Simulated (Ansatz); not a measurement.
KTaO₃:
Space group Pm-3m (No. 221); a = 3.9853 Å, b = 3.9853 Å, c = 3.9853 Å, α = 90.00°, β = 90.00°, γ = 90.00°

```json
[
 {"atom": "K", "site": "1a", "symmetry": "m-3m", "x": "0.0000", "y": "0.0000", "z": "0.0000"},
 {"atom": "Ta", "site": "1b", "symmetry": "m-3m", "x": "0.5000", "y": "0.5000", "z": "0.5000"},
 {"atom": "O", "site": "3c", "symmetry": "4/mm.m", "x": "0.0000", "y": "0.5000", "z": "0.5000"}
]
```

Relaxed with PBEsol. Independent-particle spectrum: no excitons, no local fields, no scissors shift; 0.1 eV broadening; ε₁ of the summed bands alone.

### Question
Tabulate the dielectric function from the program Ansatz at the PBEsol level (PAW).

### Answer


```tsv
E (eV)	ε₁ xx	ε₂ xx
0.0	5.42	0.00
0.3	5.43	0.00
0.6	5.48	0.00
0.9	5.55	0.00
1.2	5.66	0.00
1.5	5.82	0.00
1.8	6.04	0.00
2.1	6.37	0.00
2.4	6.89	0.00
2.7	8.00	0.09
3.0	9.45	1.89
3.3	8.30	4.46
3.6	6.83	4.82
3.9	6.00	4.92
4.2	5.48	4.98
4.5	5.09	5.16
4.8	4.35	5.55
5.1	3.67	5.50
5.4	3.16	5.52
5.7	2.64	5.72
6.0	1.61	6.72
6.3	-2.34	4.30
6.6	-0.86	1.16
6.9	0.97	0.33
7.2	2.36	0.31
7.5	3.73	0.82
7.8	3.78	2.32
8.1	3.50	2.43
8.4	3.64	2.60
8.7	3.98	2.95
9.0	4.37	3.96
9.3	3.48	5.87
9.6	1.79	5.51
9.9	0.59	5.45
10.2	-0.15	4.40
10.5	-0.58	3.17
10.8	-0.02	2.59
11.1	0.19	2.64
11.4	0.35	2.27
11.7	0.62	2.09
12.0	0.84	2.21
```

### Question
From ε at 4.7 eV (xx: 4.65 + 5.52i), find n, k, the normal reflectivity and the absorption coefficient.

### Answer
n = 2.44, k = 1.133, R = 26 %, α = 2kE/ħc = 540000 cm⁻¹.

With all bands, ε∞ without local fields is 5.60. DFPT, with local fields, gives 5.46.

The PBEsol relaxation kept the symmetry of its start. No spin polarisation was allowed. Spin–orbit coupling is left out wherever it is not named.

Potentials: the later of the program's two PAW sets.
